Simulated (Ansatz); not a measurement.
TiS in space group P-6m2 (No. 187; Ti on 1e, S on 1b), PBE (plane waves, PAW; program Ansatz), all energies at zero smearing, with the estimated change up to a 700 eV cutoff added, with one set of potentials and settings (totals compare only within such a set). Cell of 2 atoms (1 Ti, 1 S): -3404.713 eV.

```json
[
 {"element": "Ti", "reference phase": "P6/mmm, 3 atoms in the cell", "E (eV/atom)": "-2499.6763"},
 {"element": "S", "reference phase": "Fddd, 32 atoms in the cell", "E (eV/atom)": "-902.0602"}
]
```

Formation energy per atom, worked out: (-3404.713 − 1×(-2499.6763) − 1×(-902.0602))/2 = -1.488 eV/atom (-144 kJ per mol of atoms), at 0 K, without zero-point energy or fitted corrections.

The first step of the workflow began from a Materials Project structure, measured or hypothetical; the Crystallography Open Database copy checked does not list it. COD files the formula under space group No. 166, 194, so this cell is another polymorph or a model. Whether it is the stable phase at ambient conditions was not checked. The PBE relaxation kept the symmetry of its start; its stability against distortions is not shown here. The run is not spin-polarised. The references are the lowest solids computed at this level, not always the standard phases.

Potentials: the earlier of the program's two PAW sets.
